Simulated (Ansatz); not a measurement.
Consider the following.

Nb:
```
CELL_PARAMETERS angstrom
     -1.64827     1.64827     1.64827
      1.64827    -1.64827     1.64827
      1.64827     1.64827    -1.64827
ATOMIC_POSITIONS crystal
  Nb 0.00000 0.00000 0.00000
```

This is the r²SCAN+D4-relaxed structure.

Problem. All from r²SCAN+D4 (plane waves, PAW; program Ansatz), unless another level is named. Estimate the Poisson's ratio.

Solution. 0.43.

Problem. Give the elastic constants (relaxed ions, GPa).

Solution. C11 = 255, C12 = 138, C44 = 12.1.

Space group Im-3m (bcc (W type)). Symmetry was held in the r²SCAN+D4 relaxation. The run is not spin-polarised. The pairwise dispersion correction was not fitted to metals. As this level gives no gap, shear constants depend on the k-mesh and smearing (Fermi–Dirac, 0.1 eV here). On the denser mesh and wider smearing of the elastic run this cell carries a stress of 0.4 GPa.

Potentials: the later of the program's two PAW sets.
